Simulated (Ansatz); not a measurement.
**Ansatz run, Cr5Ru**

The input, for Ansatz 0.2.0 (plane waves, PAW):

```yaml
crystal:
  lattice:
    - [0.0, 3.239512, 3.239512]
    - [3.239512, 0.0, 3.239512]
    - [3.239512, 3.239512, 0.0]
  atoms:
    - { symbol: Cr, position: [0.625, 0.625, 0.625] }
    - { symbol: Cr, position: [0.125, 0.625, 0.625] }
    - { symbol: Cr, position: [0.625, 0.625, 0.125] }
    - { symbol: Cr, position: [0.625, 0.125, 0.625] }
    - { symbol: Ru, position: [0.0, 0.0, 0.0] }
    - { symbol: Cr, position: [0.25, 0.25, 0.25] }
  symmetry: { tolerance: 0.0003 }
kpoints:
  mp_grid: { grid: [3, 3, 3], shift: [0, 0, 0] }
magnetization:
  spin_polarized: false
scf:
  occupations: { method: fermi_dirac }
hamiltonian:
  pseudopotentials: { kind: paw }
  xc: hse06
basis:
  ecutwfc: 420
  fft_grid_basis: typed
output:
  forces: true
  stress: true
  eigenvalues: true
  bader: true
  populations: true
  elf: true
  write_potential: true
  volumetric_format: npy
  dos:
    e_range: [-12, 8]
    de: 0.05
    projected: { site_lists: { Cr: [Cr], Ru: [Ru] } }
```

Excerpt of what it printed:

```
Warning: output.stress: scf.convergence.dr2_threshold = 1e-7 eV (the SCF's general default) is looser than the 6e-10 eV advised for a printed stress (1e-10 eV for each atom of the cell: 6).
Warning: output.stress: scf.exx.energy_threshold = 1e-6 eV is looser than the 6e-8 eV advised for a stress under a hybrid functional (1e-8 eV for each atom of the cell: 6). Every SCF of the exchange loop can meet its threshold on dr2 while the loop round them stops early: no threshold on dr2 bounds what that leaves in the stress. Set scf.exx.energy_threshold to 6e-8 eV or tighter.
Pseudopotentials: kind: paw
Pseudopotential: Cr, paw, valence charge 14, recommended cutoff 420 eV (normal), Cr.paw.azcp
Pseudopotential: Ru, paw, valence charge 16, recommended cutoff 420 eV (normal), Ru.paw.azcp
Functional definition: HSE06
  exchange = pbe_x - a*pbe_x_sr(omega) + a*exact_x_sr(omega)
  correlation = pbe_c
Crystal: 6 atoms, lattice volume = 67.994 Å³
Basis set: ecut = 420 eV, 1363 PW (Γ), exchange–correlation on 64×64×64 points (8 copies of the dense FFT grid, shifted against one another)
Bands: 52, of which v1, the nominal top of the filled ones, is band 43 counted from 1 (42 counted from 0)
Symmetry: 24 space group operations
Space group: F-43m (ITA 216), of the structure as read, at distance tolerance 1.2e-3 Å
k-points: 4 of 27 (time reversal used)
Initial density: superposition of atomic densities (neutral atoms: chi_scale 0, normalization atom), corrected by the library's trained network
Free energy (F): -22756.6599 eV
Frozen-core exchange: fock
Harris-Foulkes:  -22756.6599 eV  (|F-HF|=2.18e-10)
Internal energy: -22756.4660 eV  (E = F + TS)
E sigma→0 (E₀):  -22756.5630 eV
Entropy (-TS):   -0.1939 eV (-32.321 meV/atom)
Fermi energy:    20.8853 eV
--- Per-component energies (eV) ---
  E_band       = -910.0248
  E_kinetic    = 2246.3068
  E_local      = -7025.6433  (includes V_loc(G=0)·N_el)
  E_nonlocal   = 729.5565
  E_hartree    = 2953.9042
  E_xc         = -717.0689
  E_vxc        = -904.3942  (∫ρ·V_xc dr)
  E_exx        = -324.9487  (= α·E_x^exact, valence–valence)
  E_paw        = -9284.5199  (= ΣΔE_a)
  E_vpaw       = -1213.7640  (= ΣTr[D̂ρ^β])
  E_aug_tail   = 0.0016  (compensation charges beyond the density's cutoff)
  E_ewald      = -11332.6078
  E_core_change = -1.4465  (= ΣΔE_core)
  E_smearing   = -0.1939  (= −TS)
--- Forces (eV/Å), atoms counted from 1 ---
  atom   1  Cr    -0.3554    -0.3554    -0.3554
  atom   2  Cr    -0.3554     0.3554     0.3554
  atom   3  Cr     0.3554     0.3554    -0.3554
  atom   4  Cr     0.3554    -0.3554     0.3554
  atom   5  Ru     0.0000     0.0000     0.0000
  atom   6  Cr     0.0000     0.0000     0.0000
--- Stress (GPa, compression-positive) ---
       10.7368       0.0000       0.0000
        0.0000      10.7368       0.0000
        0.0000       0.0000      10.7368
  P = ⅓ Tr σ = 10.7368 GPa (107.368 kbar)
--- Löwdin populations: 6 sites ---
  site symbol       q [e]
     0     Cr     13.9263
     1     Cr     13.9263
     2     Cr     13.9263
     3     Cr     13.9263
     4     Ru     15.9564
     5     Cr     13.7664
  spilling = 0.0067 (of n_electrons = 86.0000)
```

Origin: a known structure type with other elements, at an estimated volume, so it need not be a known compound. Caveats: the exchange threshold is loose for a stress; the SCF threshold is loose for a stress; no spin polarisation, so a magnetic state may lie lower; hybrid functional on a coarse k mesh.
